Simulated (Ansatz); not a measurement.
Bi$_{2}$CaSe$_{3}$:
```xyz
6
Lattice="4.5403 0.0000 0.0000 -2.2701 3.9320 0.0000 0.0000 0.0000 9.2633" Properties=species:S:1:pos:R:3 pbc="T T T"
Se     0.0000     2.6213     6.1802
Bi     2.2701     1.3107     7.8126
Se     0.0000     0.0000     0.0000
Bi     0.0000     2.6213     1.4507
Se     2.2701     1.3107     3.0831
Ca     0.0000     0.0000     4.6316
```

Relaxed with r²SCAN+D4. Special points in fractions of this cell's reciprocal vectors: Γ (0.000, 0.000, 0.000); M (0.500, 0.000, 0.000); K (0.333, 0.333, 0.000); A (0.000, 0.000, 0.500); L (0.500, 0.000, 0.500); H (0.333, 0.333, 0.500).

Problem. List the band energies nearest the Fermi level at these points for plane-wave PAW r²SCAN+D4 (Ansatz code).

Solution. In eV from the Fermi level; about four levels below and three above (degenerate sets whole), none deeper than 8.9 eV; points with the same levels are listed once.

| k | below | above |
|---|---|---|
| Γ | -2.14 -1.75 -0.80 -0.80 | 0.55 1.69 1.69 |
| M | -3.05 -3.00 -2.21 -0.31 | 0.68 1.58 1.73 |
| K | -3.37 -3.37 -2.73 -2.73 -2.63 | 0.42 1.11 1.11 |
| A | -2.38 -1.25 -0.56 -0.56 | 0.20 1.29 1.29 |
| L | -3.02 -2.96 -2.28 -0.39 | 0.68 1.49 1.78 |
| H | -4.13 -4.13 -3.24 -2.15 -2.15 | 1.11 1.18 1.18 |

Space group P-3m1. The cell is a constructed one: a structure type filled with these elements; neither database checked (COD, Materials Project) lists it. Its standing as an ambient phase is unchecked. The r²SCAN+D4 relaxation kept the symmetry of its start; its stability against distortions is not shown here. Scalar-relativistic: spin–orbit coupling is off unless named, which matters more the heavier the elements.

Potentials: the later of the program's two PAW sets.
